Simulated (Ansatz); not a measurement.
Na3P, first-principles data

Na3P:
```yaml
crystal:
  lattice:
    - [4.92451, 0.00000, 0.00000]
    - [-2.46225, 4.26475, 0.00000]
    - [0.00000, 0.00000, 8.77174]
  atoms:
    - { symbol: Na, position: [0.00000, 0.00000, 0.25000] }
    - { symbol: Na, position: [0.00000, 0.00000, 0.75000] }
    - { symbol: Na, position: [0.33333, 0.66667, 0.57963] }
    - { symbol: Na, position: [0.66667, 0.33333, 0.42037] }
    - { symbol: Na, position: [0.66667, 0.33333, 0.07963] }
    - { symbol: Na, position: [0.33333, 0.66667, 0.92037] }
    - { symbol: P, position: [0.33333, 0.66667, 0.25000] }
    - { symbol: P, position: [0.66667, 0.33333, 0.75000] }
```

Space group P6_3/mmc (No. 194); conventional cell a = b = 4.9245 Å, c = 8.7717 Å, α = β = 90.00°, γ = 120.00°.

Method: PBEsol (plane waves, PAW; program Ansatz). Structure relaxed to zero pressure with the same functional. Other levels are named where they apply.

**Cell and energy**

```
Property                                                       Value
-----------------------------------------------------  -------------
Volume per atom                                             23.03 Å³
Density                                                   1.80 g/cm³
Formation energy from the elements (no fitted shifts)  -0.34 eV/atom
```

**Electronic structure**

```
Property                                                                         Result
--------------------------------------------  -----------------------------------------
Band gap                                                               0.44 eV (direct)
Valence-band maximum                                                               at Γ
Conduction-band minimum                                                            at Γ
Electron effective mass                       0.074, 0.074, 0.085 mₑ (principal values)
Hole effective mass, band 1 of 2 at the edge              7.8 along x, 6.3 along z (mₑ)
Hole effective mass, band 2 of 2 at the edge            0.076 along x, 6.3 along z (mₑ)
HSE06 gap on the PBEsol cell                                                    1.10 eV
```

**Mechanics**

```
Quantity                                                                                         Result
--------------------------------------------  ---------------------------------------------------------
Bulk modulus (Birch–Murnaghan fit)                                                             25.9 GPa
Pressure derivative B′                                                                              4.2
Elastic constants (relaxed ions, GPa)         C11 = 51.0, C12 = 21.1, C13 = 6.8, C33 = 62.0, C44 = 11.3
Mechanical stability                                             stable (all eigenvalues of C positive)
Hill bulk and shear moduli                                                            25.9 and 15.3 GPa
Young's modulus                                                                                38.3 GPa
Poisson's ratio                                                                                    0.25
Debye temperature from the elastic constants                                                      338 K
```

**Charges**

```
Property                             Result
-------------  ----------------------------
Bader charges  Na +0.73 to +0.74, P -2.21 e
```

The first step of the workflow began from a Materials Project structure, measured or hypothetical; the Crystallography Open Database files this formula in space group No. 194, but the cells were not matched. Its standing as an ambient phase is unchecked. The cell was relaxed with PBEsol under the symmetry of its start; its stability against distortions is not shown here. The references are the lowest solids computed at this level, not always the standard phases.

Potentials: the later of the program's two PAW sets.
